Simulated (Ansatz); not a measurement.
## TaTe (rocksalt structure)

Method: PBE, scalar-relativistic; collinear spin; PAW, 420 eV, Γ-centred 10×10×10 mesh, 0.05 eV Gaussian smearing; code Ansatz. The datasets are Ansatz's generated set soft_2.

```cif
data_structure
_symmetry_space_group_name_H-M 'P 1'
_symmetry_Int_Tables_number 1
_cell_length_a 4.0276
_cell_length_b 4.0276
_cell_length_c 4.0276
_cell_angle_alpha 60.000
_cell_angle_beta 60.000
_cell_angle_gamma 60.000
_cell_volume 46.20
loop_
_atom_site_label
_atom_site_type_symbol
_atom_site_fract_x
_atom_site_fract_y
_atom_site_fract_z
_atom_site_occupancy
Ta1 Ta 0.50000 0.50000 0.50000 1
Te1 Te 0.00000 0.00000 0.00000 1
```

The start was a prototype's sites filled with these elements, not a measured cell.

Magnetic state: ferromagnetic, site spin moments Ta 0.12 μB.

The cell above was scaled in volume, its shape and atoms being fixed by the lattice's symmetry. Energies are counted from the cell above.

Cell and atoms are those of this level's equilibrium.

| V (Å³/atom) | ΔE (meV/atom) | P from the stress (GPa) |
| --- | --- | --- |
| 21.829 | 25.98 | 6.95 |
| 22.175 | 13.40 | 4.81 |
| 22.637 | 3.24 | 2.28 |
| 23.099 | 0.00 | 0.00 |
| 23.561 | 3.07 | -1.97 |
| 24.023 | 10.57 | -3.55 |
| 24.716 | 31.05 | -5.88 |
| 25.409 | 60.84 | -7.80 |

Q: Do the energies and the pressures agree? Compare −ΔE/ΔV between neighbouring points (1 meV/Å³ = 0.1602 GPa) with the mean of their pressures.

A: 
| interval (Å³/atom) | −ΔE/ΔV (GPa) | mean P (GPa) |
| --- | --- | --- |
| 21.83 to 22.18 | 5.8 | 5.9 |
| 22.18 to 22.64 | 3.5 | 3.5 |
| 22.64 to 23.10 | 1.1 | 1.1 |
| 23.10 to 23.56 | -1.1 | -1.0 |
| 23.56 to 24.02 | -2.6 | -2.8 |
| 24.02 to 24.72 | -4.7 | -4.7 |
| 24.72 to 25.41 | -6.9 | -6.8 |
They differ by 0.16 GPa at most.

Q: What do the two routes give for V0, B0 and B0′?

A: A third-order Birch–Murnaghan fit of the energies: V0 = 23.12 Å³/atom, B0 = 103 GPa, B0′ = 4.9. A polynomial of P in ln V, with B = −dP/d ln V at P = 0: V0 = 23.11 Å³/atom, B0 = 103 GPa, B0′ = 5.7. B0′ isn't converged to its last digit.

The largest spin moment goes from 0.00 to 0.37 μB along the curve.

B0·V0 = 103.1 GPa × 23.12 Å³ = 14.87 eV/atom sets the scale: near the minimum ΔE ≈ ½ B0 V0 x², with x = V/V0 − 1, and a pressure of 1.0 GPa squeezes the volume by about 1 %. At the ends of the curve: x = −5.6 % predicts 23.1 meV/atom and the run gives 26.0; x = +9.9 % predicts 73.1 meV/atom and the run gives 60.8. The curve is steeper than the parabola on the compressed side and flatter on the expanded side: the bulk modulus rises with pressure.

The moments change along the equation of state, so B0 holds a magnetic softening and is less sure. For elements this heavy, spin–orbit coupling would shift levels and gaps; it isn't included here. So small a moment in a metal hangs on mesh and smearing, and semilocal functionals can overstate it, so the real crystal may have none. Site moments are of spin, integrated over atomic spheres. A displaced or strained copy of the relaxed cell lay 0.8 meV/atom lower, so on this mesh the structure isn't a minimum; in a metal a finer mesh can change so small a difference.
